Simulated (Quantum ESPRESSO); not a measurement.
Band energies of YOF

```
YOF
1.0
    1.89785     1.09573     6.29663
   -1.89785     1.09573     6.29663
    0.00000    -2.19145     6.29663
O F Y
2 2 2
Cartesian
  0.00000   0.00000  11.73378
  0.00000   0.00000   7.15611
  0.00000   0.00000   2.46557
  0.00000   0.00000  16.42432
  0.00000   0.00000  14.00818
  0.00000   0.00000   4.88171
```

norm-conserving PBEsol (Quantum ESPRESSO, 84 Ry, no spin-orbit coupling); path ΓLB1,BZΓX,QFP1Z,LP; energies in eV from the valence-band maximum.

```
k (1/Å)  point  band 20  band 21  band 22  band 23  band 24  band 25  band 26  band 27
-------  -----  -------  -------  -------  -------  -------  -------  -------  -------
0.00         Γ    -1.49    -1.49    -0.95    -0.95    -0.13     5.47     6.19     6.19
0.39              -1.59    -1.38    -1.01    -0.76    -0.23     5.94     6.32     6.41
0.97         L    -1.65    -1.27    -0.72    -0.33    -0.31     5.64     6.29     6.69
1.59        B1    -1.37    -1.32    -0.68    -0.61    -0.01     4.95     6.60     6.87
1.59         B    -1.37    -1.32    -0.68    -0.61    -0.01     4.95     6.60     6.87
2.00              -1.65    -1.36    -0.95    -0.48    -0.33     5.64     6.35     6.92
2.42              -1.68    -1.48    -1.03    -1.01    -0.37     6.18     6.21     6.30
2.63         Z    -1.39    -1.39    -1.13    -1.13    -0.51     6.16     6.20     6.20
3.12         Γ    -1.49    -1.49    -0.95    -0.95    -0.13     5.47     6.19     6.19
3.61              -1.57    -1.38    -0.94    -0.67    -0.26     5.78     6.44     6.52
4.10              -1.42    -1.36    -0.61    -0.59    -0.02     5.02     6.68     6.74
4.26         X    -1.38    -1.33    -0.66    -0.62     0.00     4.94     6.71     6.73
4.26         Q    -1.38    -1.33    -0.66    -0.62     0.00     4.94     6.71     6.73
4.78         F    -1.63    -1.41    -0.51    -0.42    -0.32     5.44     6.57     6.77
4.78        P1    -1.64    -1.36    -0.63    -0.36    -0.32     5.50     6.58     6.60
5.23              -1.68    -1.61    -0.99    -0.71    -0.27     5.96     6.34     6.44
5.68         Z    -1.39    -1.39    -1.13    -1.13    -0.51     6.16     6.20     6.20
5.68         L    -1.65    -1.27    -0.72    -0.33    -0.31     5.64     6.29     6.69
6.02         P    -1.64    -1.36    -0.63    -0.36    -0.32     5.50     6.58     6.60
```

The PBEsol gap is direct, 4.94 eV at X. Another valence and conduction extremum on the path lies within 0.02 eV, too close to call.

Geometry of the Materials Project entry, not relaxed at this level.
